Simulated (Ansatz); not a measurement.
MgNi3C (anti-perovskite, Pm-3m) under volume change, PBEsol in the plane-wave PAW code Ansatz, scaled uniformly.

```tsv
V (Å³/atom)	E − E(relaxed) (meV/atom)	P (GPa)
9.768	62.0	22.39
10.090	26.0	13.67
10.412	6.1	6.28
10.734	0.0	-0.01
11.056	___	___
11.378	___	___
11.700	44.8	-13.73
```

### Question
What belongs in the gaps?

### Answer

- 11.056, E − E(relaxed) (meV/atom): 5.5
- 11.056, P (GPa): -5.35
- 11.378, E − E(relaxed) (meV/atom): 21.0
- 11.378, P (GPa): -9.88

### Question
What does a third-order Birch–Murnaghan fit give for V₀, B₀ and B′?

### Answer
V₀ = 10.73 Å³/atom, B₀ = 193 GPa, B′ = 4.4.

The workflow started from a Materials Project entry (that database holds measured and hypothetical structures alike); the Crystallography Open Database files this formula in space group No. 221, but the cells were not matched. Whether it is the stable phase at ambient conditions was not checked. The PBEsol relaxation kept the symmetry of its start; of distortions, only those at the zone centre were tested. The workflow began spin-polarised and lost its moments.

Potentials: the later of the program's two PAW sets.
